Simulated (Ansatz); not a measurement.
Relaxed CdS (wurtzite):

```xyz
4
Lattice="4.1962 0.0000 0.0000 -2.0981 3.6340 0.0000 0.0000 0.0000 6.8295" Properties=species:S:1:pos:R:3 pbc="T T T"
Cd     0.0000     2.4227     6.8238
Cd     2.0981     1.2113     3.4091
S      0.0000     2.4227     2.5654
S      2.0981     1.2113     5.9802
```

The numbers are results of PBE (plane waves to 420 eV, PAW, scalar-relativistic; Ansatz, a program for electronic structure), not measurements. k mesh 7×7×4 (Γ-centred), Fermi-Dirac smearing 0.05 eV. CdS was relaxed with its symmetry unable to fall.

One atom of the cell was then moved (with its periodic images), all else fixed, and the forces (eV/Å) came out as:

| atom | Fx | Fy | Fz |
|---|---|---|---|
| Cd1 | 0.012 | -0.007 | -0.139 |
| Cd2 | 1.650 | -0.953 | 0.792 |
| S3 | -1.630 | 0.941 | -0.414 |
| S4 | -0.033 | 0.019 | -0.238 |

Question: Which atom was moved, and by which vector (Å)?

Answer: Cd2, by (-0.21, 0.12, -0.09), 0.26 Å in all.

(For displaced atoms, the force is minus the slope of the energy, and its curvature is a force constant, which sets phonon frequencies.)
